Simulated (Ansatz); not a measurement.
An element in the diamond structure gives these cold pressures by all-electron LAPW under LDA (Ansatz 0.2.0, scalar-relativistic, no spin polarisation).

| V (Å³/atom) | P (GPa) |
| --- | --- |
| 39.53 | 0.02 |
| 35.58 | 4.86 |
| 31.62 | 12.99 |
| 27.67 | 27.2 |
| 23.72 | 54.1 |
| 19.76 | 109.4 |
| 15.81 | 237.3 |

(1) Which element is it?

Results:

(1) Sb. Its zero-pressure volume in this structure is near 39.5 Å³/atom; the volume and the steepness of P(V) together point to it, though neighbours can come close. Neighbours weren't tried against these numbers.
